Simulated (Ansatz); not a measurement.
**NbTl2: relaxation (Ansatz)**

input.yaml:

```yaml
crystal:
  lattice:
    - [3.096902, 5.363991, 0.0]
    - [-3.096902, 5.363991, 0.0]
    - [0.0, 0.0, 10.19873]
  atoms:
    - { symbol: Nb, position: [0.33333, 0.33334, 0.06681] }
    - { symbol: Nb, position: [0.66667, 0.66666, 0.56681] }
    - { symbol: Nb, position: [0.33333, 0.33334, 0.43319] }
    - { symbol: Nb, position: [0.66667, 0.66666, 0.93319] }
    - { symbol: Tl, position: [0.0, 0.0, 0.0] }
    - { symbol: Tl, position: [0.0, 0.0, 0.5] }
    - { symbol: Tl, position: [0.33977, 0.83011, 0.25] }
    - { symbol: Tl, position: [0.16988, 0.16989, 0.75] }
    - { symbol: Tl, position: [0.83012, 0.33976, 0.25] }
    - { symbol: Tl, position: [0.66023, 0.16989, 0.75] }
    - { symbol: Tl, position: [0.83012, 0.83011, 0.25] }
    - { symbol: Tl, position: [0.16988, 0.66024, 0.75] }
  symmetry: { tolerance: 0.0003 }
kpoints:
  mp_grid: { grid: [5, 5, 3], shift: [0, 0, 0] }
magnetization:
  spin_polarized: false
scf:
  occupations: { method: methfessel_paxton, width: 0.0126 }
  lower_state_search: "off"
hamiltonian:
  pseudopotentials: { kind: paw }
  xc: r2scan
basis:
  ecutwfc: 500
  fft_grid_basis: typed
relax:
  max_steps: 80
  cell: { p_target: 5.0 }
output:
  forces: true
  stress: true
  eigenvalues: true
  bader: true
  populations: true
  elf: true
  write_potential: true
  volumetric_format: npy
  dos:
    e_range: [-12, 8]
    de: 0.05
    projected: { site_lists: { Nb: [Nb], Tl: [Tl] } }
checkpoint:
  read: saved_state
```

The command:

```bash
ansatz run input.yaml --threads 2 --pin off --max-ram 3584MiB --backend cpu --events-out ev --progress --plain --runs-dir out
```

Origin of the cell: a known structure type with other elements, at an estimated volume, so it need not be a known compound.

The saved state is a converged single point of the same cell.

Steps («new basis» is an SCF on plane waves selected anew at the same cell):

```csv
step,ΔH (meV/atom),max force component (eV/Å),P (GPa),volume (Å³),SCF iterations,step was
1,0.0,0.468,-9.23,338.84,7,accepted
2,-294.3,0.197,-3.33,291.92,8,accepted
3,-347.4,0.559,10.14,252.58,8,accepted
4,-364.1,0.275,5.16,264.33,8,accepted
5,-367.0,0.190,4.77,265.47,6,accepted
6,-376.9,0.262,5.22,267.43,8,accepted
7,-379.5,0.618,6.19,270.91,9,accepted
8,-398.7,0.238,4.81,272.85,7,accepted
9,-399.3,0.183,5.45,274.61,7,accepted
10,-402.4,0.122,5.09,272.80,7,accepted
11,-403.1,0.026,4.97,274.55,7,accepted
12,-403.2,0.014,4.99,274.15,6,accepted
13,-403.2,0.000,5.00,274.13,5,accepted
14,-402.7,0.000,4.99,274.13,6,new basis
```

The starting structure.

Space group P6_3/mmc (No. 194); the run's cell has a = 6.194 Å, b = 6.194 Å, c = 10.199 Å, α = 90.00°, β = 90.00°, γ = 60.00°. Shortest distances: Tl–Tl 3.04 Å.

After:

Space group P6_3/mmc (No. 194); the run's cell has a = 5.549 Å, b = 5.549 Å, c = 10.279 Å, α = 90.00°, β = 90.00°, γ = 60.00°. Shortest distances: Tl–Tl 2.73 Å, Nb–Tl 3.16 Å, Nb–Nb 3.22 Å.

```yaml
crystal:
  lattice:
    - [2.77469, 4.80590, 0.00000]
    - [-2.77469, 4.80590, 0.00000]
    - [0.00000, 0.00000, 10.27869]
  atoms:
    - { symbol: Nb, position: [0.33333, 0.33333, 0.01679] }
    - { symbol: Nb, position: [0.66667, 0.66667, 0.51679] }
    - { symbol: Nb, position: [0.33333, 0.33333, 0.48321] }
    - { symbol: Nb, position: [0.66667, 0.66667, 0.98321] }
    - { symbol: Tl, position: [0.00000, 0.00000, 0.00000] }
    - { symbol: Tl, position: [0.00000, 0.00000, 0.50000] }
    - { symbol: Tl, position: [0.33873, 0.83064, 0.25000] }
    - { symbol: Tl, position: [0.16936, 0.16936, 0.75000] }
    - { symbol: Tl, position: [0.83064, 0.33873, 0.25000] }
    - { symbol: Tl, position: [0.66127, 0.16936, 0.75000] }
    - { symbol: Tl, position: [0.83064, 0.83064, 0.25000] }
    - { symbol: Tl, position: [0.16936, 0.66127, 0.75000] }
```

| Quantity | Value |
| --- | --- |
| Enthalpy lowered by | 402.7 meV/atom |
| Volume change | -19.10 % |
| Final pressure | 4.99 GPa |
| Relaxation steps listed | 14 |

Caveats: no moments, though an odd count or open d shells may carry them; no spin-orbit coupling, though heavy elements are present; the relaxation held the start's symmetry, so the end may be a saddle point.

The run took 5.7 min on 2 threads of Arm Neoverse V1, on a shared host, peak memory 1.5 GiB, from a saved density.
